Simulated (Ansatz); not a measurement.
Total density of states per atom from DFT-LDA in the program Ansatz with PAW potentials, in 0.25 eV bins, energy from the valence-band maximum:

| E (eV) | states/eV/atom |
|---|---|
| -7.86 | 0.00 |
| -7.61 | 0.00 |
| -7.36 | 0.00 |
| -7.11 | 0.00 |
| -6.86 | 0.00 |
| -6.61 | 0.05 |
| -6.36 | 0.23 |
| -6.11 | 0.39 |
| -5.86 | 0.50 |
| -5.61 | 0.55 |
| -5.36 | 0.56 |
| -5.11 | 0.75 |
| -4.86 | 1.07 |
| -4.61 | 0.82 |
| -4.36 | 0.89 |
| -4.11 | 0.78 |
| -3.86 | 0.54 |
| -3.61 | 0.54 |
| -3.36 | 0.43 |
| -3.11 | 0.47 |
| -2.86 | 0.47 |
| -2.61 | 0.56 |
| -2.36 | 0.54 |
| -2.11 | 0.63 |
| -1.86 | 0.70 |
| -1.61 | 0.70 |
| -1.36 | 0.59 |
| -1.11 | 0.79 |
| -0.86 | 0.66 |
| -0.61 | 0.60 |
| -0.36 | 0.17 |
| -0.11 | 0.03 |
| 0.14 | 0.00 |
| 0.39 | 0.00 |
| 0.64 | 0.00 |
| 0.89 | 0.00 |
| 1.14 | 0.00 |
| 1.39 | 0.05 |
| 1.64 | 0.13 |
| 1.89 | 0.31 |
| 2.14 | 0.37 |
| 2.39 | 0.42 |
| 2.64 | 0.62 |
| 2.89 | 0.83 |
| 3.14 | 0.73 |
| 3.39 | 0.71 |
| 3.64 | 0.78 |
| 3.89 | 0.86 |
| 4.14 | 0.67 |
| 4.39 | 0.38 |
| 4.64 | 0.27 |
| 4.89 | 0.38 |
| 5.14 | 0.61 |
| 5.39 | 0.49 |
| 5.64 | 0.21 |
| 5.89 | 0.18 |

Task: Which compound is it?
A. BN, Pnma (B on 4c, N on 4c)
B. Ta3N5, Cmcm (Pearson symbol oS32)
C. GaN, P6_3mc (Ga on 2a, Ga on 2b, N on 2a, N on 2b)
D. Ag2S, Cmcm (Ag on 4b, Ag on 4c, S on 4c)

Result: B, Ta3N5, Cmcm (Pearson symbol oS32). Top 1 eV of the valence band: N 2p 87 %, Ta 5d 8 %. Bottom 1 eV of the conduction band: Ta 5d 82 %, N 2p 13 %. Projections are on Löwdin-orthogonalised atomic valence shells; empty p or d shells of many metals are not among them.

The first step of the workflow began from a Materials Project structure, measured or hypothetical; the Crystallography Open Database files this formula in space group No. 63, but the cells were not matched. Whether it is the stable phase at ambient conditions was not checked. The LDA relaxation kept the symmetry of its start; its stability against distortions is not shown here. The run is not spin-polarised. Spin–orbit coupling is left out wherever it is not named.

Potentials: the later of the program's two PAW sets.
